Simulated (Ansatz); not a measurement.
## Ba4Ge3S9Cl2: Coordination and ¹³⁷Ba quadrupole coupling

Cell: a refined structure from the COD whose atoms were relaxed with PBE, the cell held.

Space group P6_3 (No. 173); a = 9.8200, c = 12.0544 Å, γ = 120.00°.

```csv
site,Wyckoff,site symmetry,x,y,z
Ba1,6c,1,0.6709,0.9238,0.0250
Ba7,2b,3..,0.6667,0.3333,0.2079
Ge,6c,1,0.8864,0.3323,0.8574
S15,6c,1,0.9173,0.3400,0.0375
S21,6c,1,0.7534,0.0722,0.2682
S27,6c,1,0.6654,0.1139,0.7938
Cl33,2b,3..,0.3333,0.6667,0.9678
Cl35,2a,3..,0.0000,0.0000,0.9919
```

One atom of each set is listed.

Level of theory: DFT, PBE, plane waves and PAW, scalar-relativistic, 420 eV cutoff, Γ-centred 3×3×2 k-points, fixed occupations (Ansatz 0.2.0).

Q(¹³⁷Ba) = 236.0 mb.

(1) Order the Ba environments from the weakest to the strongest quadrupole coupling.
A. Ba1: 2 Cl at 2.96–3.08 Å, 7 S at 3.19–3.92 Å
B. Ba7: 1 Cl at 3.13 Å, 6 S at 3.16–3.18 Å

Results:

(1) B (6.43 MHz, η = 0.00), A (38.8 MHz, η = 0.64).

An axis of threefold or higher order runs through Ba7, so V_zz lies along it and η is zero. Like point charges on the first shell alone (each adding as 1/d³) would give the same order.

Without spin–orbit coupling (the program notes it for Ba) the gradients are little affected as a rule: paired runs on crystals with a gap mostly move them by under 2 % at such atoms.
